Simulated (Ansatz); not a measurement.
## Scan of one atom of the cell for C (graphite type, space group P6_3/mmc)

Starting cell, C (graphite type, space group P6_3/mmc):

```yaml
crystal:
  lattice:
    - [2.46500, 0.00000, 0.00000]
    - [-1.23250, 2.13475, 0.00000]
    - [0.00000, 0.00000, 6.73046]
  atoms:
    - { symbol: C, position: [0.00000, 0.00000, 0.25000] }
    - { symbol: C, position: [0.00000, 0.00000, 0.75000] }
    - { symbol: C, position: [0.33333, 0.66667, 0.25000] }
    - { symbol: C, position: [0.66667, 0.33333, 0.75000] }
```

In this cell atom 2 (C, nearest neighbour C at 1.423 Å; its periodic images, 2.5 Å or more away, move with it) is moved by s along Cartesian z, unit vector (0.000, 0.000, 1.000); all other atoms and the cell stay fixed.

Computed with PBE-D3(BJ) (plane waves to 420 eV, PAW, scalar-relativistic; Ansatz, a quantum-chemistry and plane-wave program). k mesh 12×12×4 (Γ-centred), Fermi-Dirac smearing 0.05 eV. Energies are smeared free energies. Stress and pressure are positive under compression. With partly filled bands, energies and forces of such displacements shift with the k mesh and the smearing. F∥ is the force on the atom along that direction. C was relaxed with its symmetry unable to fall. ΔE is measured from the undisplaced structure.

| s (Å) | ΔE (meV/cell) | F∥ (eV/Å) | P (GPa) |
|---|---|---|---|
| -0.140 | 164 | 2.345 | -0.5 |
| -0.112 | 105 | 1.872 | -0.3 |
| -0.084 | 59 | 1.402 | -0.2 |
| -0.056 | 26 | 0.933 | -0.1 |
| -0.028 | 7 | 0.466 | 0.0 |
| 0.000 | 0 | 0.000 | 0.0 |
| 0.028 | 7 | -0.466 | 0.0 |
| 0.056 | 26 | -0.933 | -0.1 |
| 0.084 | 59 | -1.402 | -0.2 |
| 0.112 | 105 | -1.872 | -0.3 |
| 0.140 | 164 | -2.345 | -0.5 |

Summary:

Energy at s = 0.140 Å: 164 meV/cell
Force along the line at s = -0.140 Å: 2.34 eV/Å
Symmetry of the curve: even: the same for both signs
Shape of the curve: a single well with its minimum at or next to zero displacement
Force constant k = d²E/ds² at s = 0 (finite differences): 16.6 eV/Å²
Harmonic estimate at the end of the scan: ½ks² = 163 meV/cell against the computed 164 meV/cell, so the well is close to harmonic there

The 11 points together took very roughly 15 core-seconds.

(For displaced atoms, the force is minus the slope of the energy, and its curvature is a force constant, which sets phonon frequencies.)
